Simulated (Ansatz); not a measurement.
HfCl$_{4}$:
```cif
data_Cl8Hf2
_chemical_formula_sum 'Hf2 Cl8'
_space_group_name_H-M_alt 'P 1'
_space_group_IT_number 1
_cell_length_a 6.12464
_cell_length_b 7.13497
_cell_length_c 6.04028
_cell_angle_alpha 90.000
_cell_angle_beta 109.039
_cell_angle_gamma 90.000
loop_
_space_group_symop_operation_xyz
  'x, y, z'
loop_
_atom_site_label
_atom_site_type_symbol
_atom_site_fract_x
_atom_site_fract_y
_atom_site_fract_z
_atom_site_occupancy
Hf1 Hf 0.50000 0.66630 0.75000 1
Hf2 Hf 0.50000 0.33370 0.25000 1
Cl1 Cl 0.26684 0.38937 0.50448 1
Cl2 Cl 0.73316 0.61063 0.49552 1
Cl3 Cl 0.73316 0.38937 0.99552 1
Cl4 Cl 0.26684 0.61063 0.00448 1
Cl5 Cl 0.23901 0.12950 0.01236 1
Cl6 Cl 0.76099 0.87050 0.98764 1
Cl7 Cl 0.76099 0.12950 0.48764 1
Cl8 Cl 0.23901 0.87050 0.51236 1
```

Relaxed with LDA.

Problem. Which orbitals make up the states near the band edges in LDA in the plane-wave PAW code Ansatz?

Solution. Top 1 eV of the valence band: Cl 3p 95 %. Bottom 1 eV of the conduction band: Hf 5d 73 %, Cl 3p 21 %, outside the projected shells 5 %. Projections are on Löwdin-orthogonalised atomic valence shells; empty p or d shells of many metals are not among them.

Problem. Tabulate the density of states.

Solution. States/eV per cell of 10 atoms, in 0.25 eV bins, energy from the valence-band maximum.

```tsv
E (eV)	total	Cl 3p	Hf 5d	Hf 6s
-7.85	0.00	0.00	0.00	0.00
-7.60	0.00	0.00	0.00	0.00
-7.35	0.00	0.00	0.00	0.00
-7.10	0.00	0.00	0.00	0.00
-6.85	0.00	0.00	0.00	0.00
-6.60	0.00	0.00	0.00	0.00
-6.35	0.00	0.00	0.00	0.00
-6.10	0.00	0.00	0.00	0.00
-5.85	0.00	0.00	0.00	0.00
-5.60	0.00	0.00	0.00	0.00
-5.35	0.00	0.00	0.00	0.00
-5.10	0.00	0.00	0.00	0.00
-4.85	0.00	0.00	0.00	0.00
-4.60	0.00	0.00	0.00	0.00
-4.35	0.04	0.03	0.00	0.00
-4.10	4.85	3.72	0.37	0.55
-3.85	7.71	5.96	0.76	0.57
-3.60	3.12	2.42	0.34	0.16
-3.35	14.85	11.58	2.85	0.10
-3.10	8.67	6.85	1.56	0.06
-2.85	12.00	9.64	1.90	0.11
-2.60	7.69	6.41	1.03	0.05
-2.35	12.21	10.34	1.44	0.08
-2.10	10.14	8.69	1.10	0.05
-1.85	12.23	10.57	1.21	0.09
-1.60	12.38	10.98	1.02	0.07
-1.35	16.03	14.53	1.10	0.06
-1.10	17.70	16.36	1.02	0.03
-0.85	10.25	9.57	0.52	0.02
-0.60	15.92	15.10	0.62	0.01
-0.35	19.32	18.66	0.45	0.01
-0.10	6.88	6.74	0.08	0.00
0.15	0.00	0.00	0.00	0.00
0.40	0.00	0.00	0.00	0.00
0.65	0.00	0.00	0.00	0.00
0.90	0.00	0.00	0.00	0.00
1.15	0.00	0.00	0.00	0.00
1.40	0.00	0.00	0.00	0.00
1.65	0.00	0.00	0.00	0.00
1.90	0.00	0.00	0.00	0.00
2.15	0.00	0.00	0.00	0.00
2.40	0.00	0.00	0.00	0.00
2.65	0.00	0.00	0.00	0.00
2.90	0.00	0.00	0.00	0.00
3.15	0.00	0.00	0.00	0.00
3.40	0.00	0.00	0.00	0.00
3.65	1.37	0.31	0.96	0.01
3.90	12.56	2.79	8.88	0.10
4.15	12.79	2.46	9.56	0.09
4.40	13.07	2.68	9.57	0.15
4.65	8.20	1.88	5.82	0.04
4.90	0.01	0.00	0.01	0.00
5.15	0.00	0.00	0.00	0.00
5.40	0.00	0.00	0.00	0.00
5.65	0.00	0.00	0.00	0.00
5.90	0.00	0.00	0.00	0.00
6.15	3.09	0.51	1.70	0.05
6.40	12.13	2.20	6.59	0.23
6.65	6.45	1.47	3.32	0.18
6.90	9.21	2.34	4.72	0.24
7.15	1.83	0.44	0.80	0.17
7.40	0.63	0.10	0.08	0.29
7.65	0.98	0.13	0.07	0.45
7.90	2.27	0.25	0.11	0.81
8.15	3.24	0.34	0.12	1.05
8.40	4.34	0.40	0.15	1.21
```

Space group P2/c. The workflow started from a Materials Project entry (that database holds measured and hypothetical structures alike); the Crystallography Open Database files this formula in space group No. 13, but the cells were not matched. Whether it is the stable phase at ambient conditions was not checked. Symmetry was held in the LDA relaxation; phonons on a q-mesh show no instability. No spin polarisation was allowed. A crystal of weakly bound chains computed without a dispersion correction: the cell and the soft elastic constants depend strongly on that. Spin–orbit coupling is left out wherever it is not named.

Potentials: the earlier of the program's two PAW sets.
